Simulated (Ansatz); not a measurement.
NaHg$_{2}$:
```xyz
3
Lattice="5.0277 0.0000 0.0000 -2.5138 4.3541 0.0000 0.0000 0.0000 3.2017" Properties=species:S:1:pos:R:3 pbc="T T T"
Hg     0.0000     2.9027     1.6009
Hg     2.5138     1.4514     1.6009
Na     0.0000     0.0000     0.0000
```

Relaxed with PBEsol. Special points in fractions of this cell's reciprocal vectors: Γ (0.000, 0.000, 0.000); M (0.500, 0.000, 0.000); K (0.333, 0.333, 0.000); A (0.000, 0.000, 0.500); L (0.500, 0.000, 0.500); H (0.333, 0.333, 0.500).

### Question
List the band energies nearest the Fermi level at these points for DFT-PBEsol in the program Ansatz with PAW potentials.

### Answer
In eV from the Fermi level; about four levels below and three above (degenerate sets whole), none deeper than 8.9 eV; points with the same levels are listed once.

| k | below | above |
|---|---|---|
| Γ | -6.88 -6.88 -6.31 -6.31 -0.07 | 1.21 1.21 3.77 3.77 |
| M | -6.24 -5.37 -5.06 -0.65 | 1.11 7.73 8.13 |
| K | -5.94 -5.16 -5.16 -2.52 | 4.80 4.80 6.41 |
| A | -6.78 -6.78 -5.77 -3.80 -2.19 | 3.02 4.08 4.14 4.14 |
| L | -5.92 -2.74 -1.97 -0.39 | 1.18 1.91 3.89 |
| H | -6.11 -6.11 -5.90 -2.25 -2.25 | 0.17 0.42 0.42 |

Space group P6/mmm. The workflow started from an entry of the Crystallography Open Database (COD). Whether it is the stable phase at ambient conditions was not checked. The cell keeps a stress of up to 0.2 GPa. Symmetry was held in the PBEsol relaxation; of distortions, only those at the zone centre were tested. Spin–orbit coupling is left out wherever it is not named.

Potentials: the later of the program's two PAW sets.
